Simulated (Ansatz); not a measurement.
**Collinear states of ReS**

The calculation used Ansatz 0.2.0, DFT r2SCAN, scalar-relativistic, plane waves, PAW.

```yaml
crystal:
  lattice:
    - [0.00000, 2.48420, 2.48420]
    - [2.48420, 0.00000, 2.48420]
    - [2.48420, 2.48420, 0.00000]
  atoms:
    - { symbol: Re, position: [0.00000, 0.00000, 0.00000] }
    - { symbol: S, position: [0.50000, 0.50000, 0.50000] }
```

```
plane-wave cutoff                               : 500 eV
Γ-centred k-mesh                                : 14×14×14
occupation rule                                 : Gaussian smearing, 0.1 eV
list of starting moments (μB, in atom order)    : 2 0
check for lower electronic states after the SCF : on
```

Each order was relaxed in cell and atoms. A propagation vector, in units of the reciprocal vectors, doubles the cell, which takes an equally dense mesh. Spin–orbit coupling is left out, which for heavy magnetic ions can matter as much as these differences. Site moments are spin moments in atom-centred spheres that scale with the neighbour distance. The states are those that the runs reached from these starts; a lower one can exist.

Q: Order the starts by the energy of the state that they reach, lowest first.
A. ferromagnetic
B. no spin
C. antiferromagnetic, doubled cell, propagation vector (0, 0, 1/2)

A: C (0.00 meV/atom), A (272 meV/atom), B (386 meV/atom).

```
                                                          start ends energy above lowest (meV/atom) site moments (μB) gap on mesh (eV) volume (Å³/atom)
                                                        no spin non-magnetic                             386     none over 0.05             metal             14.73
                                                  ferromagnetic ferromagnetic                             272  Re +1.47, S +0.07             metal             15.33
antiferromagnetic, doubled cell, propagation vector (0, 0, 1/2) non-magnetic                            0.00     none over 0.05             metal             13.87
```

Cost: 3 runs of about 7.4 core-minutes in all, on Oxide Virtual Turin-like Processor (Zen 5) (shared hosts).